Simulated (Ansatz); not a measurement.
**SnTe3: changing the dispersion correction**

The cell as given:

Symmetry: Fm-3m, No. 225, cubic system. Conventional cell: a = 7.722 Å, b = 7.722 Å, c = 7.722 Å, α = 90.00°, β = 90.00°, γ = 90.00°. Te (site symmetry m-3m) is surrounded by 8 Te at 3.34 Å. Around Te (site symmetry -43m) lie 4 Te at 3.34 Å and 4 Sn at 3.34 Å. Sn (site symmetry m-3m) has 8 Te at 3.34 Å as nearest neighbours.

The cell comes from a database or a generator and needn't be the stable form of this composition.

Kept alike: task relaxation of cell and atoms; functional PBEsol; k mesh 6 × 6 × 6; occupations fermi-dirac, width 0.05 eV; no spin polarisation. Program: Ansatz, Ansatz PAW, cutoff 420 eV. The mesh is that of the run's cell of 4 atoms. No spin-orbit coupling.

```csv
dispersion correction,volume (Å³/atom)
D3(BJ),25.823
D3(BJ)-ATM,25.980
D4,26.359
none,27.205
```

The relaxations keep at least the cell's symmetry (Fm-3m). For a metal such a mesh leaves the last digits unconverged. Relaxations stop with a little pressure left, so the last digits of a volume or edge aren't settled. All rows use potentials made for PBE.

What does the dispersion correction change here?

The volume runs from 25.823 (D3(BJ)) to 27.205 Å³/atom (none). Against no correction: D3(BJ) -5.1 %; D3(BJ)-ATM -4.5 %; D4 -3.1 %. Dispersion terms mostly attract and so lower the volume; the schemes' coefficients and damping set how far.
